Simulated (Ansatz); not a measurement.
Input:

Al₃V:
```
CELL_PARAMETERS angstrom
     -1.85099     1.85099     4.08888
      1.85099    -1.85099     4.08888
      1.85099     1.85099    -4.08888
ATOMIC_POSITIONS crystal
  Al 0.50000 0.50000 0.00000
  Al 0.75000 0.25000 0.50000
  Al 0.25000 0.75000 0.50000
  V  0.00000 0.00000 0.00000
```

This is the LDA-relaxed structure.

Problem. All from LDA (plane waves, PAW; program Ansatz), unless another level is named. Give the formation energy from the elements (no fitted shifts).

Solution. -288 meV/atom.

Problem. Give the density of states at the Fermi level.

Solution. 0.20 states/eV per atom (mean over ±0.08 eV).

Space group I4/mmm. The workflow started from a Materials Project entry (that database holds measured and hypothetical structures alike); the Crystallography Open Database copy checked does not list it. Whether it is the stable phase at ambient conditions was not checked. The LDA relaxation kept the symmetry of its start; its stability against distortions is not shown here. No spin polarisation was allowed. The references are the lowest solids computed at this level, not always the standard phases.

Potentials: the later of the program's two PAW sets.
